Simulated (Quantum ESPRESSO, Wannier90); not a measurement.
## Tight-binding from DFT: GaSb (zinc blende)

```xyz
2
Lattice="0.0000 3.0686 3.0686 3.0686 0.0000 3.0686 3.0686 3.0686 0.0000" Properties=species:S:1:pos:R:3 pbc="T T T"
Ga     0.0000     0.0000     0.0000
Sb     1.5343     1.5343     1.5343
```

Structure: Materials Project mp-1156, symmetrised, not relaxed again. COD (Crystallography Open Database) has an entry of this formula and space group (matched by these alone). Level: PBEsol, spinors with spin-orbit coupling; pw.x of Quantum ESPRESSO at 64 Ry with PseudoDojo potentials, 6×6×6 k-points, Wannier90. Density: 10×10×10 mesh, cold smearing 0.01 Ry. With spin-orbit coupling a semilocal functional can close or falsely invert a small gap; the band order was not checked against a better method.

Base run: 16 functions from bands 21-50 of the 50 computed, start hydrogen-like Ga: s;p; Sb: s;p, centres 0.05 Å off the atoms, frozen window up to 1.50 eV relative to the Fermi level, outer window open. One setting was then changed (edges relative to the Fermi level; misfit to pw.x on a path, for states up to 1.0 eV relative to the Fermi level).

| run | Ω_I (Å²) | rms misfit (meV) | worst (meV) |
|---|---|---|---|
| base | 25.99 | 20 | 96 |
| changed | 23.23 | 271 | 1732 |

### Question
Which change was made?
A) outer window to 10.54 eV
B) frozen window to 0.50 eV
C) frozen window to 2.50 eV
D) outer window to 8.84 eV
E) no frozen window

### Answer
B, frozen window to 0.50 eV. The others give:

```csv
run,Ω_I (Å²),rms misfit (meV),worst (meV)
frozen window to 2.50 eV,28.32,16,97
no frozen window,21.79,470,2423
outer window to 8.84 eV,37.89,22,89
outer window to 10.54 eV,32.13,13,99
```
